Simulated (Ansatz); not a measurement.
Input, command and steps of an Ansatz relaxation.

```yaml
crystal:
  lattice:
    - [4.6395, -1.751, 0.0]
    - [4.6395, 1.751, 0.0]
    - [-2.4964042557, 0.0, 6.2509460718]
  atoms:
    - { symbol: Mg, position: [0.0, 0.0, 0.0] }
    - { symbol: V, position: [0.80514, 0.80514, 0.3436] }
    - { symbol: V, position: [0.19486, 0.19486, 0.6564] }
    - { symbol: O, position: [0.9607, 0.9607, 0.2764] }
    - { symbol: O, position: [0.0393, 0.0393, 0.7236] }
    - { symbol: O, position: [0.693, 0.693, 0.5652] }
    - { symbol: O, position: [0.307, 0.307, 0.4348] }
    - { symbol: O, position: [0.6517, 0.6517, 0.1133] }
    - { symbol: O, position: [0.3483, 0.3483, 0.8867] }
basis:
  ecutwfc: 420
kpoints:
  mp_grid: { grid: [8, 8, 4] }
hamiltonian:
  xc: pbesol
scf:
  occupations: { method: gaussian, width: 0.02 }
output:
  forces: true
  stress: true
  eigenvalues: true
  write_density: true
  write_potential: true
  elf: true
  volumetric_format: npy
relax:
  adjacent_minimum: "off"
  f_tol: 0.005
  max_steps: 80
  cell: { stress_tol: 0.05 }
```

```bash
ansatz run input.yaml --threads 2 --pin off --max-ram 5120MiB --backend cpu --events-out ev --progress --plain --runs-dir out
```

Theory: DFT PBEsol, scalar-relativistic, plane waves, PAW in Ansatz.

Of 13 frames 10 are shown, positions in Å and forces in eV/Å; the SCF threshold varies from step to step. Steps run on the plane waves of an earlier cell, with a Pulay correction in the pressure. The basis is chosen afresh for the last frame, the zero of the energies, and at times for earlier ones too; energy and pressure step there, also at an unchanged geometry.

```xyz
9
Lattice="4.6395 -1.7510 0.0000 4.6395 1.7510 0.0000 -2.4964 0.0000 6.2509" Properties=species:S:1:pos:R:3:forces:R:3 pbc="T T T" step=1 free_energy_over_end_meV_per_atom=2.19 pressure_GPa=-2.30
Mg    0.0000    0.0000    0.0000    0.0000    0.0000    0.0000
V     6.6131    0.0000    2.1478   -0.0130    0.0000    0.0056
V     0.1695    0.0000    4.1031    0.0130    0.0000   -0.0056
O     8.2243    0.0000    1.7278   -0.0898    0.0000    0.0945
O    -1.4417    0.0000    4.5232    0.0898    0.0000   -0.0945
O     5.0194    0.0000    3.5330    0.0812    0.0000    0.0675
O     1.7632    0.0000    2.7179   -0.0812    0.0000   -0.0675
O     5.7643    0.0000    0.7082    0.0162    0.0000    0.1252
O     1.0183    0.0000    5.5427   -0.0162    0.0000   -0.1252
9
Lattice="4.6339 -1.7413 0.0004 4.6339 1.7413 0.0004 -2.4928 0.0000 6.2412" Properties=species:S:1:pos:R:3:forces:R:3 pbc="T T T" step=2 free_energy_over_end_meV_per_atom=0.34 pressure_GPa=-0.82
Mg    0.0000    0.0000    0.0000    0.0000    0.0000    0.0000
V     6.6087    0.0000    2.1470    0.0128    0.0000    0.0386
V     0.1663    0.0000    4.0950   -0.0128    0.0000   -0.0386
O     8.2197    0.0000    1.7332   -0.0127    0.0000    0.0474
O    -1.4447    0.0000    4.5088    0.0127    0.0000   -0.0474
O     5.0171    0.0000    3.5247    0.0157    0.0000    0.0477
O     1.7579    0.0000    2.7173   -0.0157    0.0000   -0.0477
O     5.7615    0.0000    0.7092   -0.0343    0.0000    0.0093
O     1.0135    0.0000    5.5329    0.0343    0.0000   -0.0093
9
Lattice="4.6318 -1.7312 -0.0086 4.6318 1.7312 -0.0086 -2.5039 0.0000 6.2422" Properties=species:S:1:pos:R:3:forces:R:3 pbc="T T T" step=4 free_energy_over_end_meV_per_atom=-0.48 pressure_GPa=0.13
Mg    0.0000    0.0000    0.0000    0.0000    0.0000    0.0000
V     6.6080    0.0000    2.1358    0.0410    0.0000    0.0137
V     0.1517    0.0000    4.0891   -0.0410    0.0000   -0.0137
O     8.2196    0.0000    1.7250   -0.0043    0.0000   -0.0003
O    -1.4599    0.0000    4.4999    0.0043    0.0000    0.0003
O     5.0077    0.0000    3.5094   -0.0194    0.0000    0.0065
O     1.7520    0.0000    2.7155    0.0194    0.0000   -0.0065
O     5.7574    0.0000    0.6989   -0.0117    0.0000   -0.0157
O     1.0023    0.0000    5.5260    0.0117    0.0000    0.0157
9
Lattice="4.6324 -1.7300 -0.0215 4.6324 1.7300 -0.0215 -2.5215 0.0000 6.2384" Properties=species:S:1:pos:R:3:forces:R:3 pbc="T T T" step=5 free_energy_over_end_meV_per_atom=-0.65 pressure_GPa=0.11
Mg    0.0000    0.0000    0.0000    0.0000    0.0000    0.0000
V     6.6134    0.0000    2.1209   -0.0578    0.0000   -0.0348
V     0.1299    0.0000    4.0746    0.0578    0.0000    0.0348
O     8.2218    0.0000    1.6989    0.0322    0.0000    0.0435
O    -1.4784    0.0000    4.4966   -0.0322    0.0000   -0.0435
O     4.9925    0.0000    3.4840   -0.0295    0.0000    0.0070
O     1.7508    0.0000    2.7114    0.0295    0.0000   -0.0070
O     5.7600    0.0000    0.6838   -0.0022    0.0000    0.0234
O     0.9833    0.0000    5.5116    0.0022    0.0000   -0.0234
9
Lattice="4.6413 -1.7289 -0.0288 4.6413 1.7289 -0.0288 -2.5362 0.0000 6.2324" Properties=species:S:1:pos:R:3:forces:R:3 pbc="T T T" step=6 free_energy_over_end_meV_per_atom=-0.74 pressure_GPa=0.00
Mg    0.0000    0.0000    0.0000    0.0000    0.0000    0.0000
V     6.6255    0.0000    2.1094   -0.0052    0.0000    0.0029
V     0.1208    0.0000    4.0653    0.0052    0.0000   -0.0029
O     8.2355    0.0000    1.6884    0.0107    0.0000    0.0045
O    -1.4892    0.0000    4.4863   -0.0107    0.0000   -0.0045
O     4.9927    0.0000    3.4675   -0.0038    0.0000   -0.0024
O     1.7536    0.0000    2.7072    0.0038    0.0000    0.0024
O     5.7697    0.0000    0.6740   -0.0045    0.0000    0.0028
O     0.9766    0.0000    5.5008    0.0045    0.0000   -0.0028
9
Lattice="4.6389 -1.7305 -0.0320 4.6389 1.7305 -0.0320 -2.5393 0.0000 6.2191" Properties=species:S:1:pos:R:3:forces:R:3 pbc="T T T" step=8 free_energy_over_end_meV_per_atom=-0.86 pressure_GPa=-0.01
Mg    0.0000    0.0000    0.0000    0.0000    0.0000    0.0000
V     6.6245    0.0000    2.1045    0.0074    0.0000    0.0054
V     0.1142    0.0000    4.0506   -0.0074    0.0000   -0.0054
O     8.2363    0.0000    1.6839   -0.0087    0.0000    0.0049
O    -1.4977    0.0000    4.4712    0.0087    0.0000   -0.0049
O     4.9864    0.0000    3.4546   -0.0019    0.0000    0.0007
O     1.7522    0.0000    2.7005    0.0019    0.0000   -0.0007
O     5.7690    0.0000    0.6691   -0.0023    0.0000   -0.0064
O     0.9696    0.0000    5.4860    0.0023    0.0000    0.0064
9
Lattice="4.6384 -1.7305 -0.0317 4.6384 1.7305 -0.0317 -2.5386 0.0000 6.2195" Properties=species:S:1:pos:R:3:forces:R:3 pbc="T T T" step=9 free_energy_over_end_meV_per_atom=-0.86 pressure_GPa=0.01
Mg    0.0000    0.0000    0.0000    0.0000    0.0000    0.0000
V     6.6235    0.0000    2.1051    0.0005    0.0000   -0.0003
V     0.1147    0.0000    4.0510   -0.0005    0.0000    0.0003
O     8.2352    0.0000    1.6849    0.0004    0.0000    0.0002
O    -1.4969    0.0000    4.4711   -0.0004    0.0000   -0.0002
O     4.9862    0.0000    3.4553   -0.0006    0.0000    0.0000
O     1.7521    0.0000    2.7007    0.0006    0.0000    0.0000
O     5.7683    0.0000    0.6692   -0.0002    0.0000   -0.0009
O     0.9699    0.0000    5.4868    0.0002    0.0000    0.0009
9
Lattice="4.6384 -1.7305 -0.0317 4.6384 1.7305 -0.0317 -2.5386 0.0000 6.2195" Properties=species:S:1:pos:R:3:forces:R:3 pbc="T T T" step=10 free_energy_over_end_meV_per_atom=0.03 pressure_GPa=-0.15
Mg    0.0000    0.0000    0.0000    0.0000    0.0000    0.0000
V     6.6235    0.0000    2.1051    0.0004    0.0000    0.0001
V     0.1147    0.0000    4.0510   -0.0004    0.0000   -0.0001
O     8.2352    0.0000    1.6849    0.0003    0.0000    0.0002
O    -1.4969    0.0000    4.4711   -0.0003    0.0000   -0.0002
O     4.9862    0.0000    3.4553   -0.0004    0.0000    0.0000
O     1.7521    0.0000    2.7007    0.0004    0.0000    0.0000
O     5.7683    0.0000    0.6692   -0.0003    0.0000   -0.0010
O     0.9699    0.0000    5.4868    0.0003    0.0000    0.0010
9
Lattice="4.6379 -1.7300 -0.0407 4.6379 1.7300 -0.0407 -2.5504 0.0000 6.2059" Properties=species:S:1:pos:R:3:forces:R:3 pbc="T T T" step=12 free_energy_over_end_meV_per_atom=-0.18 pressure_GPa=0.01
Mg    0.0000    0.0000    0.0000    0.0000    0.0000    0.0000
V     6.6247    0.0000    2.0912   -0.0030    0.0000    0.0044
V     0.1007    0.0000    4.0332    0.0030    0.0000   -0.0044
O     8.2369    0.0000    1.6693    0.0029    0.0000   -0.0014
O    -1.5116    0.0000    4.4551   -0.0029    0.0000    0.0014
O     4.9760    0.0000    3.4321   -0.0009    0.0000    0.0013
O     1.7493    0.0000    2.6923    0.0009    0.0000   -0.0013
O     5.7696    0.0000    0.6551    0.0002    0.0000   -0.0025
O     0.9558    0.0000    5.4693   -0.0002    0.0000    0.0025
9
Lattice="4.6379 -1.7300 -0.0407 4.6379 1.7300 -0.0407 -2.5504 0.0000 6.2059" Properties=species:S:1:pos:R:3:forces:R:3 pbc="T T T" step=13 free_energy_over_end_meV_per_atom=0.00 pressure_GPa=-0.01
Mg    0.0000    0.0000    0.0000    0.0000    0.0000    0.0000
V     6.6247    0.0000    2.0912   -0.0029    0.0000    0.0045
V     0.1007    0.0000    4.0332    0.0029    0.0000   -0.0045
O     8.2369    0.0000    1.6693    0.0028    0.0000   -0.0015
O    -1.5116    0.0000    4.4551   -0.0028    0.0000    0.0015
O     4.9760    0.0000    3.4321   -0.0009    0.0000    0.0014
O     1.7493    0.0000    2.6923    0.0009    0.0000   -0.0014
O     5.7696    0.0000    0.6551    0.0001    0.0000   -0.0025
O     0.9558    0.0000    5.4693   -0.0001    0.0000    0.0025
```

It took 2.3 min on 2 threads of Intel(R) Xeon(R) Platinum 8259CL CPU @ 2.50GHz (Skylake/Cascade Lake), with other jobs on the host, peak memory 0.66 GiB.